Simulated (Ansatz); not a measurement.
Relaxed-ion elastic tensor of ZnSe (zinc blende, F-43m) in GPa (Voigt order), PBEsol in the plane-wave PAW code Ansatz; density 5.36 g/cm³, 22.35 Å³ per atom.

|  | 1 | 2 | 3 | 4 | 5 | 6 |
|---|---|---|---|---|---|---|
| 1 | 89.1 | 53.2 | 53.2 | 0.0 | 0.0 | 0.0 |
| 2 | 53.2 | 89.1 | 53.2 | 0.0 | 0.0 | 0.0 |
| 3 | 53.2 | 53.2 | 89.1 | 0.0 | 0.0 | 0.0 |
| 4 | 0.0 | 0.0 | 0.0 | 39.7 | 0.0 | 0.0 |
| 5 | 0.0 | 0.0 | 0.0 | 0.0 | 39.7 | 0.0 |
| 6 | 0.0 | 0.0 | 0.0 | 0.0 | 0.0 | 39.7 |

Task: Is the crystal mechanically stable?

Result: Yes: the smallest eigenvalue of C is 35.9 GPa.

Task: Work out the Voigt, Reuss and Hill averages.

Result: K_V = 65.1, K_R = 65.1, K_H = 65.1; G_V = 31.0, G_R = 26.8, G_H = 28.9 GPa.

Task: Give Young's modulus, Poisson's ratio, Pugh's ratio and the universal anisotropy index.

Result: E = 9KG/(3K + G) = 75.5 GPa; ν = 0.31; K/G = 2.26 (ductile by the Pugh limit of 1.75); A_U = 5G_V/G_R + K_V/K_R − 6 = 0.79.

Task: Estimate the sound speeds and the Debye temperature.

Result: v_l = √((K + 4G/3)/ρ) = 4400 m/s, v_t = √(G/ρ) = 2320 m/s, mean 2590 m/s; Θ = (h/k)(3n/4πV)^(1/3) v_m = 274 K.

Task: Give the Zener ratio and Young's modulus along [100], [110] and [111].

Result: A = 2C44/(C11 − C12) = 2.21; 1/E = S11 − 2(S11 − S12 − S44/2)Γ with Γ = 0, 1/4, 1/3 gives 49.4, 79.1, 99.0 GPa.

The PBEsol relaxation kept the symmetry of its start.

Potentials: the later of the program's two PAW sets.
